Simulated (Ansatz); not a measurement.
CaO:
```yaml
crystal:
  lattice:
    - [0.00000, 2.39746, 2.39746]
    - [2.39746, 0.00000, 2.39746]
    - [2.39746, 2.39746, 0.00000]
  atoms:
    - { symbol: Ca, position: [0.00000, 0.00000, 0.00000] }
    - { symbol: O, position: [0.50000, 0.50000, 0.50000] }
```

Relaxed with r²SCAN.

Question: Give the optical modes at the zone centre with their infrared and Raman activity from DFPT, plane-wave PAW r²SCAN (Ansatz code).

Answer: Transverse frequencies, without the LO–TO term; a row sums one degenerate level.

```csv
ω (cm⁻¹),degeneracy,IR ((D/Å)²/amu),Raman (Å⁴/amu),activity,symmetry
284,3,32.78,0,IR,T1u
```

Question: How high does the top mode go among those that the LO–TO term moves?

Answer: 566 cm⁻¹ for q along x.

Space group Fm-3m (rock salt). Symmetry was held in the r²SCAN relaxation; phonons on a q-mesh show no instability.

Potentials: the later of the program's two PAW sets.
